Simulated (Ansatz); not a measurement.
VBiO4:
```xyz
6
Lattice="3.8661 2.7428 0.0000 -3.8661 2.7428 0.0000 -2.9300 0.0000 4.3714" Properties=species:S:1:pos:R:3 pbc="T T T"
V      0.0000     1.9829     0.0000
Bi    -1.4650     5.0953     2.1857
O     -2.8847     1.0476     2.9049
O      1.3656     2.9563     0.1891
O     -4.2956     2.9563     4.1822
O     -0.0453     1.0476     1.4664
```

Relaxed with r²SCAN. DFT-r²SCAN in the program Ansatz with PAW potentials gives a gap of 3.26 eV.

**Question.** What gap does HSE06 give on the same cell (Ansatz, PAW)?

**Answer.** 4.27 eV, 1.01 eV more. The hybrid was solved on a coarser mesh and at special points; its gap is the smallest among all of these.

Cost on shared cores: the r²SCAN run (SCF on a 7×7×6 mesh, then bands and DOS) about 7 core-minutes (a rough figure), the HSE06 run (SCF on 4×4×4, then a few points) around 3 core-minutes (rough); the tasks are unlike.

Space group C2. The workflow started from a Materials Project entry (that database holds measured and hypothetical structures alike); the Crystallography Open Database copy checked does not list it. It is not the phase usual at ambient conditions (space group No. 88). The cell was relaxed with r²SCAN under the symmetry of its start; of distortions, only those at the zone centre were tested. No spin polarisation was allowed. No Hubbard U is applied. Scalar-relativistic: spin–orbit coupling is off unless named, which matters more the heavier the elements.

Potentials: the later of the program's two PAW sets.
